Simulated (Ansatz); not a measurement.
GeMo$_{3}$ (A15 (Cr3Si type), Pm-3n) at seven volumes, the program Ansatz at the PBEsol level (PAW), scaled uniformly. One row is withheld.

| V (Å³/atom) | P (GPa) |
|---|---|
| 13.433 | 29.95 |
| 13.876 | 18.30 |
| 14.319 | ? |
| 14.762 | 0.00 |
| 15.205 | -7.10 |
| 15.647 | -13.12 |
| 16.090 | -18.23 |

**Question.** Fit the shown pressures and predict the withheld one.

**Answer.** P = (3/2)B₀(x^(7/2) − x^(5/2))[1 + (3/4)(B′ − 4)(x − 1)] with x = (V₀/V)^(2/3). Least squares on the six rows gives V₀ = 14.763 Å³/atom, B₀ = 257 GPa, B′ = 4.48. At V = 14.319, x = 1.0206 and P = 8.40 GPa. The run itself gave 8.40 GPa.

The first step of the workflow began from a Materials Project structure, measured or hypothetical; the Crystallography Open Database copy checked does not list it. Its standing as an ambient phase is unchecked. Symmetry was held in the PBEsol relaxation; whether a distortion lowers the energy is not shown. No spin polarisation was allowed.

Potentials: the later of the program's two PAW sets.
